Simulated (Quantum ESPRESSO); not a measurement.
# Hf2TaO5F3: one run as intended and one with a planted mistake

Computed values, not a measurement. The program is pw.x of Quantum ESPRESSO 7.5 (plane-wave density functional theory). The cell is made up: 11 atoms on a fluorite lattice with one site empty, with randomly drawn elements, strain and displacements, not relaxed. PseudoDojo standard norm-conserving files (v0.5 for PBE, v0.4.1 for LDA and PBEsol) set the functional; there is no spin polarisation, spin-orbit coupling or dispersion term, and the masses in the input are unused placeholders.

The hafnium pseudopotential is less sure than the others, with forces about 3 percent (worst 6) and pressure in oxides about 1.5 GPa (worst 2.7) from a second method in checks, which no rerun with the same files tests.

Intended input:

```
&control calculation='scf', pseudo_dir='./dojo.nc.sr.pbe.v0_5.standard.upf', outdir='./o', disk_io='medium', tprnfor=.true., tstress=.true. /
&system ibrav=0, nat=11, ntyp=4, nbnd=50, ecutwfc=84.00895049, nosym=.true., tot_charge=0,
 occupations='smearing', smearing='fd', degauss=0.0018374661
/
&electrons conv_thr=7.350e-09, electron_maxstep=60, /
ATOMIC_SPECIES
F 1.0 F.upf
Hf 1.0 Hf.upf
O 1.0 O.upf
Ta 1.0 Ta.upf
CELL_PARAMETERS angstrom
4.999 0.0 0.0
0.0 4.999 0.0
0.0 0.0 4.999
ATOMIC_POSITIONS angstrom
Hf -0.0411 -0.0317 0.0414
Ta -0.0064 2.4947 2.4883
Hf 2.5252 0.037 2.4426
O 1.2093 1.2852 1.2321
O 1.2699 1.2691 3.7521
O 1.2452 3.7336 1.2381
O 1.2278 3.7541 3.7652
O 3.7511 1.2915 1.257
F 3.6795 1.2232 3.7221
F 3.708 3.7584 1.2951
F 3.7783 3.7593 3.7962
K_POINTS automatic
5 5 5 1 1 1
```

The log is shortened where brackets say so; the opening notice, blank lines, dates and the lines on written files are dropped, and the path of the files is cut. It prints rydbergs, bohrs and kilobars, and counts compression as positive stress. Where no state is partly filled, the Fermi energy that it prints is only some level between the filled and the empty states on the mesh, and need not lie in the true gap.

Log of the intended run:

```
     Program PWSCF v.7.5
     Parallel version (MPI & OpenMP), running on       1 processor cores
     Number of MPI processes:                 1
     Threads/MPI process:                     1
     [start-up lines left out]
     bravais-lattice index     =            0
     lattice parameter (alat)  =       9.4467  a.u.
     unit-cell volume          =     843.0358 (a.u.)^3
     number of atoms/cell      =           11
     number of atomic types    =            4
     number of electrons       =        88.00
     number of Kohn-Sham states=           50
     kinetic-energy cutoff     =      84.0090  Ry
     charge density cutoff     =     336.0358  Ry
     scf convergence threshold =      7.3E-09
     mixing beta               =       0.7000
     number of iterations used =            8  plain     mixing
     Exchange-correlation= PBE
                           (   1   4   3   4   0   0   0)
     [axes and pseudopotential details left out]
   Cartesian axes
     site n.     atom                  positions (alat units)
         1        Hf     tau(   1) = (  -0.0082216  -0.0063413   0.0082817  )
         2        Ta     tau(   2) = (  -0.0012803   0.4990398   0.4977596  )
         3        Hf     tau(   3) = (   0.5051410   0.0074015   0.4886177  )
         4        O      tau(   4) = (   0.2419084   0.2570914   0.2464693  )
         5        O      tau(   5) = (   0.2540308   0.2538708   0.7505701  )
         6        O      tau(   6) = (   0.2490898   0.7468694   0.2476695  )
         7        O      tau(   7) = (   0.2456091   0.7509702   0.7531906  )
         8        O      tau(   8) = (   0.7503701   0.2583517   0.2514503  )
         9        F      tau(   9) = (   0.7360472   0.2446889   0.7445689  )
        10        F      tau(  10) = (   0.7417483   0.7518304   0.2590718  )
        11        F      tau(  11) = (   0.7558112   0.7520104   0.7593919  )
     number of k points=    63  Fermi-Dirac smearing, width (Ry)=  0.0018
                       cart. coord. in units 2pi/alat
        k(    1) = (   0.1000000   0.1000000   0.1000000), wk =   0.0320000
        k(    2) = (   0.1000000   0.1000000   0.3000000), wk =   0.0320000
     [further k points left out]
     Dense  grid:    87655 G-vectors     FFT dimensions: (  60,  60,  60)
     Estimated max dynamical RAM per process >     149.31 MB
     Initial potential from superposition of free atoms
     starting charge      87.9953, renormalised to      88.0000
     Starting wfcs are   62 randomized atomic wfcs
     total cpu time spent up to now is       35.6 secs
     per-process dynamical memory:    92.1 Mb
     Self-consistent Calculation
     iteration #  1     ecut=    84.01 Ry     beta= 0.70
     Davidson diagonalization with overlap
     ethr =  1.00E-02,  avg # of iterations =  2.0
     total cpu time spent up to now is      103.4 secs
     total energy              =    -667.82841722 Ry
     estimated scf accuracy    <       4.39452506 Ry
     iteration #  2     ecut=    84.01 Ry     beta= 0.70
     Davidson diagonalization with overlap
     ethr =  4.99E-03,  avg # of iterations =  6.2
     total cpu time spent up to now is      219.3 secs
     total energy              =    -664.13173806 Ry
     estimated scf accuracy    <      36.63250093 Ry
     [iterations 3 to 13 left out]
     iteration # 14     ecut=    84.01 Ry     beta= 0.70
     Davidson diagonalization with overlap
     ethr =  8.83E-10,  avg # of iterations =  4.7
     total cpu time spent up to now is     1106.6 secs
     total energy              =    -670.14119674 Ry
     estimated scf accuracy    <       0.00000022 Ry
     iteration # 15     ecut=    84.01 Ry     beta= 0.70
     Davidson diagonalization with overlap
     ethr =  2.48E-10,  avg # of iterations =  3.1
     total cpu time spent up to now is     1166.5 secs
     End of self-consistent calculation
     [lines on levels left out]
     the Fermi energy is    11.6769 ev
!    total energy              =    -670.14119679 Ry
     estimated scf accuracy    <          5.3E-09 Ry
     smearing contrib. (-TS)   =      -0.00000000 Ry
     internal energy E=F+TS    =    -670.14119679 Ry
     The total energy is F=E-TS. E is the sum of the following terms:
     one-electron contribution =    -176.08914321 Ry
     hartree contribution      =     137.23572363 Ry
     xc contribution           =    -161.73363820 Ry
     ewald contribution        =    -469.55413900 Ry
     convergence has been achieved in  15 iterations
     Forces acting on atoms (cartesian axes, Ry/au):
     atom    1 type  2   force =     0.23626501    0.08080065    0.02860072
     atom    2 type  4   force =     0.33333577   -0.10592796   -0.05396547
     atom    3 type  2   force =    -0.26442237    0.06937377   -0.02217938
     atom    4 type  3   force =    -0.04801772   -0.02098072    0.07097058
     atom    5 type  3   force =    -0.11177218   -0.00597056   -0.06696257
     atom    6 type  3   force =    -0.09609133    0.01500143    0.05971288
     atom    7 type  3   force =    -0.07378818    0.01013344   -0.06641467
     atom    8 type  3   force =     0.02384351   -0.01786340    0.05740737
     atom    9 type  1   force =     0.03088532    0.01789599    0.01914046
     atom   10 type  1   force =     0.00698071   -0.02294416    0.00333037
     atom   11 type  1   force =    -0.03721854   -0.01951848   -0.02964029
     Total force =     0.566101     Total SCF correction =     0.000249
     Computing stress (Cartesian axis) and pressure
          total   stress  (Ry/bohr**3)                   (kbar)     P=      -13.30
  -0.00021902  -0.00015110   0.00006727          -32.22      -22.23        9.90
  -0.00015110  -0.00009673  -0.00006159          -22.23      -14.23       -9.06
   0.00006727  -0.00006159   0.00004454            9.90       -9.06        6.55
     init_run     :     31.70s CPU     35.41s WALL (       1 calls)
     electrons    :   1077.53s CPU   1130.91s WALL (       1 calls)
     forces       :      9.71s CPU      9.83s WALL (       1 calls)
     stress       :     48.09s CPU     50.26s WALL (       1 calls)
     [timing details left out]
     PWSCF        :  19m27.44s CPU  20m28.84s WALL
     JOB DONE.
```

A second run has one planted mistake: the k-point mesh is too coarse. The input lines that differ, file-writing options aside:

```
- 5 5 5 1 1 1
+ 2 2 2 1 1 1
```

Its log:

```
     Program PWSCF v.7.5
     Parallel version (MPI & OpenMP), running on       1 processor cores
     Number of MPI processes:                 1
     Threads/MPI process:                     1
     [start-up lines left out]
     bravais-lattice index     =            0
     lattice parameter (alat)  =       9.4467  a.u.
     unit-cell volume          =     843.0358 (a.u.)^3
     number of atoms/cell      =           11
     number of atomic types    =            4
     number of electrons       =        88.00
     number of Kohn-Sham states=           50
     kinetic-energy cutoff     =      84.0090  Ry
     charge density cutoff     =     336.0358  Ry
     scf convergence threshold =      7.3E-09
     mixing beta               =       0.7000
     number of iterations used =            8  plain     mixing
     Exchange-correlation= PBE
                           (   1   4   3   4   0   0   0)
     [axes and pseudopotential details left out]
   Cartesian axes
     site n.     atom                  positions (alat units)
         1        Hf     tau(   1) = (  -0.0082216  -0.0063413   0.0082817  )
         2        Ta     tau(   2) = (  -0.0012803   0.4990398   0.4977596  )
         3        Hf     tau(   3) = (   0.5051410   0.0074015   0.4886177  )
         4        O      tau(   4) = (   0.2419084   0.2570914   0.2464693  )
         5        O      tau(   5) = (   0.2540308   0.2538708   0.7505701  )
         6        O      tau(   6) = (   0.2490898   0.7468694   0.2476695  )
         7        O      tau(   7) = (   0.2456091   0.7509702   0.7531906  )
         8        O      tau(   8) = (   0.7503701   0.2583517   0.2514503  )
         9        F      tau(   9) = (   0.7360472   0.2446889   0.7445689  )
        10        F      tau(  10) = (   0.7417483   0.7518304   0.2590718  )
        11        F      tau(  11) = (   0.7558112   0.7520104   0.7593919  )
     number of k points=     4  Fermi-Dirac smearing, width (Ry)=  0.0018
                       cart. coord. in units 2pi/alat
        k(    1) = (   0.2500000   0.2500000   0.2500000), wk =   0.5000000
        k(    2) = (   0.2500000   0.2500000  -0.2500000), wk =   0.5000000
     [further k points left out]
     Dense  grid:    87655 G-vectors     FFT dimensions: (  60,  60,  60)
     Estimated max dynamical RAM per process >     149.31 MB
     Initial potential from superposition of free atoms
     starting charge      87.9953, renormalised to      88.0000
     Starting wfcs are   62 randomized atomic wfcs
     total cpu time spent up to now is        3.2 secs
     per-process dynamical memory:    89.0 Mb
     Self-consistent Calculation
     iteration #  1     ecut=    84.01 Ry     beta= 0.70
     Davidson diagonalization with overlap
     ethr =  1.00E-02,  avg # of iterations =  2.0
     total cpu time spent up to now is        7.8 secs
     total energy              =    -667.85614200 Ry
     estimated scf accuracy    <       4.36587254 Ry
     iteration #  2     ecut=    84.01 Ry     beta= 0.70
     Davidson diagonalization with overlap
     ethr =  4.96E-03,  avg # of iterations =  6.0
     total cpu time spent up to now is       12.7 secs
     total energy              =    -664.11174978 Ry
     estimated scf accuracy    <      36.69513746 Ry
     [iterations 3 to 15 left out]
     iteration # 16     ecut=    84.01 Ry     beta= 0.70
     Davidson diagonalization with overlap
     ethr =  4.91E-11,  avg # of iterations =  5.0
     total cpu time spent up to now is       63.7 secs
     total energy              =    -670.15768452 Ry
     estimated scf accuracy    <       0.00000003 Ry
     iteration # 17     ecut=    84.01 Ry     beta= 0.70
     Davidson diagonalization with overlap
     ethr =  3.50E-11,  avg # of iterations =  2.0
     total cpu time spent up to now is       67.3 secs
     End of self-consistent calculation
     [lines on levels left out]
     the Fermi energy is    11.5211 ev
!    total energy              =    -670.15768451 Ry
     estimated scf accuracy    <          7.0E-09 Ry
     smearing contrib. (-TS)   =      -0.00000000 Ry
     internal energy E=F+TS    =    -670.15768451 Ry
     The total energy is F=E-TS. E is the sum of the following terms:
     one-electron contribution =    -176.04976391 Ry
     hartree contribution      =     137.15376128 Ry
     xc contribution           =    -161.70754288 Ry
     ewald contribution        =    -469.55413900 Ry
     convergence has been achieved in  17 iterations
     Forces acting on atoms (cartesian axes, Ry/au):
     atom    1 type  2   force =     0.23419686    0.08102247    0.02736386
     atom    2 type  4   force =     0.32806599   -0.10376303   -0.05222925
     atom    3 type  2   force =    -0.26141165    0.06820416   -0.02134516
     atom    4 type  3   force =    -0.04623152   -0.02126947    0.06951620
     atom    5 type  3   force =    -0.11234259   -0.00585487   -0.06506705
     atom    6 type  3   force =    -0.09614174    0.01477554    0.05886317
     atom    7 type  3   force =    -0.07172231    0.01021843   -0.06546571
     atom    8 type  3   force =     0.02283192   -0.01880606    0.05660500
     atom    9 type  1   force =     0.03184772    0.01826471    0.01913223
     atom   10 type  1   force =     0.00793353   -0.02332453    0.00364013
     atom   11 type  1   force =    -0.03702623   -0.01946736   -0.03101343
     Total force =     0.559128     Total SCF correction =     0.000171
     Computing stress (Cartesian axis) and pressure
          total   stress  (Ry/bohr**3)                   (kbar)     P=      -17.96
  -0.00024634  -0.00014731   0.00007082          -36.24      -21.67       10.42
  -0.00014731  -0.00012851  -0.00005342          -21.67      -18.90       -7.86
   0.00007082  -0.00005342   0.00000867           10.42       -7.86        1.28
     init_run     :      2.96s CPU      3.10s WALL (       1 calls)
     electrons    :     60.18s CPU     64.11s WALL (       1 calls)
     forces       :      0.88s CPU      0.92s WALL (       1 calls)
     stress       :      3.91s CPU      4.21s WALL (       1 calls)
     [timing details left out]
     PWSCF        :   1m 8.10s CPU   1m12.60s WALL
     JOB DONE.
```

```
                                            intended run  run with the mistake
                          free energy (eV)     -9117.735             -9117.960
                    smearing term -TS (eV)        0.0000                0.0000
                            pressure (GPa)         -1.33                 -1.80
            largest force component (eV/Å)         8.570                 8.435
largest change of a force component (eV/Å)                               0.135
                                iterations            15                    17
```

For scale, a rerun of the intended cell at a cutoff of 1437 eV and k mesh 7 x 7 x 7 moved values by no more than 0.004 eV in energy, 0.04 GPa in stress and 0.003 eV/Å in force.